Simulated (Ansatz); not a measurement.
Input file for Ansatz (a program for electronic structure):

Ansatz 0.2 input:
```yaml
crystal:
  lattice:
    - [5.8663953038, 0.0, 0.0]
    - [0.0, 5.8663953038, 0.0]
    - [0.0, 0.0, 5.8663953038]
  atoms:
    - { symbol: Cs, position: [0.0, 0.0, 0.0] }
    - { symbol: Pb, position: [0.5, 0.5, 0.5] }
    - { symbol: Br, position: [0.0, 0.5, 0.5] }
    - { symbol: Br, position: [0.5, 0.5, 0.0] }
    - { symbol: Br, position: [0.5, 0.0, 0.5] }
kpoints:
  mp_grid: { grid: [4, 4, 4] }
basis: { xc_grid: 2 }
hamiltonian:
  xc: pbesol
  pseudopotentials: { kind: paw }
scf:
  occupations: { method: fixed }
output:
  optics: { e_range: [0.0, 15.0], de: 0.05, sigma: 0.1, bands: { spectra_wanted_up_to: 12 eV } }
```

Output (shortened):

```
output.optics: the spectra are integrated over the Brillouin zone by k·p interpolation around the k-points, where levels, occupations, output.optics.sigma and …
Pseudopotential: Cs, paw, valence charge 9
Pseudopotential: Pb, paw, valence charge 14
Pseudopotential: Br, paw, valence charge 7
Functional definition: PBEsol
Crystal: 5 atoms, lattice volume = 201.890 Å³
Basis set: ecut = 420 eV, 3911 PW (Γ), exchange–correlation on 80×80×80 points (8 copies of the dense FFT grid, shifted against one another)
Bands: 27, of which v1, the nominal top of the filled ones, is band 22 counted from 1 (21 counted from 0)
Symmetry: 48 space group operations
Space group: Pm-3m (ITA 221), of the structure as read, at distance tolerance 5.9e-5 Å
k-points: 10 of 64
SCF iter   1: F=—  HF=-25556.442100 eV  |F-HF|=—  |Δ(HF+E_count)|=         —  Δρ=1.28e-3  dr2=4.60e-3  ethr=1.77e-3  ⟨swp⟩=5.2  Hψ=1140  notcnv=0  defer=22
preconditioner: auto → Resta (q_TF=auto, 2.116 Å⁻¹)
SCF iter   2: F=—  HF=-25556.441389 eV  |F-HF|=—  |Δ(HF+E_count)|=   7.11e-4  Δρ=7.44e-4  dr2=1.15e-3  ethr=1.05e-5  ⟨swp⟩=2.9  Hψ=599  notcnv=0  defer=27
SCF iter   3: F=—  HF=-25556.441577 eV  |F-HF|=—  |Δ(HF+E_count)|=   1.88e-4  Δρ=2.43e-4  dr2=1.23e-4  ethr=2.62e-6  ⟨swp⟩=2.0  Hψ=493  notcnv=0  defer=27
SCF iter   4: F=—  HF=-25556.441565 eV  |F-HF|=—  |Δ(HF+E_count)|=   1.18e-5  Δρ=9.25e-5  dr2=1.59e-5  ethr=2.80e-7  ⟨swp⟩=2.0  Hψ=448  notcnv=0  defer=25
SCF iter   5: F=—  HF=-25556.441598 eV  |F-HF|=—  |Δ(HF+E_count)|=   3.29e-5  Δρ=1.64e-5  dr2=6.47e-7  ethr=3.62e-8  ⟨swp⟩=2.0  Hψ=469  notcnv=0  defer=20
SCF iter   6: F=—  HF=-25556.441600 eV  |F-HF|=—  |Δ(HF+E_count)|=   2.53e-6  Δρ=2.52e-6  dr2=2.00e-8  ethr=1.47e-9  ⟨swp⟩=2.0  Hψ=474  notcnv=0  defer=15
SCF iter   7: F=—  HF=-25556.441600 eV  |F-HF|=—  |Δ(HF+E_count)|=   2.96e-8  Δρ=9.79e-7  dr2=1.81e-9  ethr=4.54e-11  ⟨swp⟩=2.0  Hψ=475  notcnv=0  defer=15
SCF iter   8: F=—  HF=-25556.441600 eV  |F-HF|=—  |Δ(HF+E_count)|=  3.97e-10  Δρ=2.20e-7  dr2=1.00e-10  ethr=4.11e-12  ⟨swp⟩=2.1  Hψ=469  notcnv=0  defer=15
SCF iter   9: F=-25556.441600 eV  HF=-25556.441600 eV  |F-HF|=1.46e-11  |Δ(HF+E_count)|=  1.82e-11  Δρ=5.18e-8  dr2=5.57e-12  ethr=1.00e-12  ⟨swp⟩=12.6  Hψ=1341  notcnv=0
SCF 1 converged in 9 iterations: F = -25556.441600 eV  dr2 = 5.57e-12
NSCF: frozen V_eff on 10 k-points
Optics k sum: 0 of 10 k-points
Optics k sum: 1 of 10 k-points
Optics k sum: 2 of 10 k-points
Optics k sum: 3 of 10 k-points
Optics k sum: 4 of 10 k-points
Optics k sum: 5 of 10 k-points
Optics k sum: 6 of 10 k-points
Optics k sum: 7 of 10 k-points
Optics k sum: 8 of 10 k-points
Optics k sum: 9 of 10 k-points
Optics k sum: 10 of 10 k-points
Optics k sum: 0 of 10 k-points
Optics k sum: 1 of 10 k-points
Optics k sum: 2 of 10 k-points
Optics k sum: 3 of 10 k-points
Optics k sum: 4 of 10 k-points
Optics k sum: 5 of 10 k-points
Optics k sum: 6 of 10 k-points
Optics k sum: 7 of 10 k-points
Optics k sum: 8 of 10 k-points
Optics k sum: 9 of 10 k-points
Optics k sum: 10 of 10 k-points
output.optics: what the bands over the 66 summed would add to eps1, eps2 and the energy-loss function is held between a lower and an upper bound (8 Lanczos …
SCF converged after 9 iterations
Free energy (F): -25556.441600 eV
Harris-Foulkes:  -25556.441600 eV  (|F-HF|=1.46e-11)
Internal energy: -25556.441600 eV  (E = F + TS)
E sigma→0 (E₀):  -25556.441600 eV
Fermi energy:    3.749465 eV
--- Per-component energies (eV) ---
  E_band       = -243.921881
  E_kinetic    = 829.764774
  E_local      = -2660.593692  (includes V_loc(G=0)·N_el)
  E_nonlocal   = 595.079631
  E_hartree    = 975.136220
  E_xc         = -1177.248870
  E_vxc        = -571.273191  (∫ρ·V_xc dr)
  E_paw        = -21844.920601  (= ΣΔE_a)
  E_vpaw       = -387.171805  (= ΣTr[D̂ρ^β])
  E_aug_tail   = 0.000046  (compensation charges beyond the density's cutoff)
  E_ewald      = -2274.142195
  E_core_change = 0.483088  (= ΣΔE_core)
  E_smearing   =  0.000000  (= −TS)
  E_closure    = 0.000000  (closes the sum)
  Σ components = -25556.441600   (vs F -25556.441600, Δ=0.00e0)
  [band-id]    e_kinetic+e_local+e_nonlocal+2·e_hartree+e_vxc+e_vpaw+e_augmentation_tail = -243.921797   (vs E_band -243.921881, Δ=8.41e-5)
--- Band table (eV; the first three rows and the last of 10) ---
  k-point 0: bands = ["-17.7161", "-13.1149", "-13.1149", "-12.9423", "-12.9423", "-12.9423", "-11.1120", "-10.3714", "-10.3714", "-4.4892", "-4.4892", "-4.4892", "-3.2950", "-0.6596", "-0.6596", "-0.6596", "1.5604", "1.5604", "1.5604", "1.6818", "1.6818", …
  k-point 1: bands = ["-17.7156", "-13.1148", "-13.0818", "-12.9428", "-12.9428", "-12.9422", "-11.0415", "-10.5022", "-10.3705", "-4.4829", "-4.4825", "-4.4825", "-3.7510", "-0.6142", "-0.6142", "0.2935", "1.4912", "1.4912", "1.4914", "1.6205", "1.6205", …
  k-point 2: bands = ["-17.7150", "-13.1148", "-13.0479", "-12.9433", "-12.9433", "-12.9422", "-10.8913", "-10.7140", "-10.3696", "-4.4770", "-4.4757", "-4.4757", "-4.0618", "-0.5656", "-0.5656", "0.8807", "1.4101", "1.4101", "1.4259", "1.5707", "1.5707", …
  k-point 9: bands = ["-17.7133", "-13.0069", "-13.0069", "-12.9444", "-12.9444", "-12.9444", "-10.7106", "-10.7106", "-10.7106", "-5.3253", "-4.5252", "-4.5252", "-4.5252", "0.8351", "0.8351", "0.8351", "1.4568", "1.4568", "2.0590", "2.0590", "2.0590", …
```

Cost: about 30 core-seconds (a rough figure) on shared cores.

This is a known high-temperature phase of the composition, computed here at zero pressure and temperature. The PBEsol relaxation kept the symmetry of its start; its stability against distortions is not shown here. Spin–orbit coupling is left out wherever it is not named.

Potentials: the later of the program's two PAW sets.

Ansatz is a plane-wave DFT program.
